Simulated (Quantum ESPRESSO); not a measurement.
Field gradients of ScAl3P4 from the PAW reconstruction of the field gradient on a scalar-relativistic PBE ground state (a modified build of Quantum ESPRESSO, JTH datasets), 20 Ha, k-mesh 4×4×4 through Γ:

```yaml
crystal:
  lattice:
    - [5.62186, 0.00000, 0.00000]
    - [0.00000, 5.62186, 0.00000]
    - [0.00000, 0.00000, 5.62186]
  atoms:
    - { symbol: Sc, position: [0.00000, 0.00000, 0.00000] }
    - { symbol: P, position: [0.26024, 0.26024, 0.26024] }
    - { symbol: Al, position: [0.00000, 0.50000, 0.50000] }
    - { symbol: P, position: [0.26024, 0.73976, 0.73976] }
    - { symbol: Al, position: [0.50000, 0.00000, 0.50000] }
    - { symbol: P, position: [0.73976, 0.26024, 0.73976] }
    - { symbol: Al, position: [0.50000, 0.50000, 0.00000] }
    - { symbol: P, position: [0.73976, 0.73976, 0.26024] }
```
The cell was made here from a computed Materials Project entry: one of 4 Al replaced by Sc, cell and atoms relaxed (PBE without dispersion, pw.x of Quantum ESPRESSO, symmetry kept). The parent is AlP in F-43m. The swapped cell is a model, not a known phase. Stability against distortions was not tested. The run has no spin polarisation.

Vzz is the sum of three terms, each taken along its main axis: the smooth valence density, the ions (nucleus and frozen core) with the augmentation charges of all other spheres, and the all-electron minus smooth density in the atom's own sphere. The split hangs on the datasets.  Cores are frozen. Against all-electron runs on small test molecules, this scheme's |Vzz| missed by −7 % on Al. P had no test against all-electron runs.

| site | smooth valence density | ions and other spheres | own sphere | Vzz (a.u.) |
|---|---|---|---|---|
| P (atoms 2, 4, 6, 8) | -0.080 | 0.051 | ___ | ___ |
| Al (atoms 3, 5, 7) | -0.010 | -0.001 | ___ | ___ |

Task: What belongs in the gaps?

Result: 
- P (atoms 2, 4, 6, 8), own sphere: -0.476
- P (atoms 2, 4, 6, 8), Vzz (a.u.): -0.506
- Al (atoms 3, 5, 7), own sphere: -0.069
- Al (atoms 3, 5, 7), Vzz (a.u.): -0.079
